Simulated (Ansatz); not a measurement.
## Relaxing a structure of ScAl3

The start is a relaxed ScAl3 cell shaken by Gaussian noise of σ = 0.08 Å a coordinate. The structure is fully relaxed (lattice and positions, P = 0) with r2SCAN (plane waves to 500 eV, PAW, scalar-relativistic; Ansatz, an electronic-structure program). The first steps use a coarse 6×6×6 k-mesh.

The start:
```yaml
crystal:
  lattice:
    - [5.27879, 0.00000, 0.00000]
    - [0.00000, 5.27879, 0.00000]
    - [0.00000, 0.00000, 5.27879]
  atoms:
    - { symbol: Al, position: [0.26054, 0.00706, 0.51379] }
    - { symbol: Al, position: [0.76183, 0.01151, 0.49705] }
    - { symbol: Al, position: [0.03371, 0.50850, 0.24445] }
    - { symbol: Al, position: [0.99003, 0.53417, 0.73117] }
    - { symbol: Al, position: [0.49733, 0.26070, 0.02578] }
    - { symbol: Al, position: [0.52360, 0.76247, 0.00233] }
    - { symbol: Sc, position: [0.97644, 0.01415, 0.00030] }
    - { symbol: Sc, position: [0.48619, 0.51255, 0.50265] }
```

Problem. What is the largest force in the starting geometry, and on which atom (counted from 1)?

Solution. 1.44 eV/Å, on Sc7 (atoms numbered as listed).

Problem. By how much does the energy per atom fall from start to end?

Solution. 0.09 eV/atom.

Problem. How does the volume per atom move from start to end?

Solution. +0.8 %, from 18.39 to 18.54 Å³/atom.

Problem. How do the shortest distances between atoms change?

Solution. The closest pairs of elements (up to four, under 3.6 Å), start → end: Al–Al 2.58 → 2.66 Å; Al–Sc 2.73 → 2.91 Å; Sc–Sc 4.53 → 3.39 Å.

Problem. What band gap does the relaxed structure have at this level?

Solution. Zero (metallic).

Problem. Write out the relaxed structure.

Solution. 
```cif
data_Al18Sc6
_chemical_formula_sum 'Al18 Sc6'
_space_group_name_H-M_alt 'R32 :H'
_space_group_IT_number 155
_space_group_name_Hall 'R 3 2"'
_cell_length_a 7.71837
_cell_length_b 7.71837
_cell_length_c 8.62387
_cell_angle_alpha 90.000
_cell_angle_beta 90.000
_cell_angle_gamma 120.000
loop_
_atom_site_label
_atom_site_type_symbol
_atom_site_symmetry_multiplicity
_atom_site_Wyckoff_symbol
_atom_site_fract_x
_atom_site_fract_y
_atom_site_fract_z
_atom_site_occupancy
Al1 Al 9 e 0.78434 0.78434 0.50000 1
Al2 Al 9 d 0.31163 0.31163 0.00000 1
Sc1 Sc 6 c 0.00000 0.00000 0.19646 1
```
(The calculation used a cell of 8 atoms; values per cell refer to that cell.)

Final values are on a 9×9×9 k-mesh of the relaxed cell. No spin polarisation in the result.

The relaxed structure here is a generated cell of ScAl3: the first start was made by placing the elements on the sites of a structure type, and the end was not matched to a known phase here, so it may be hypothetical.
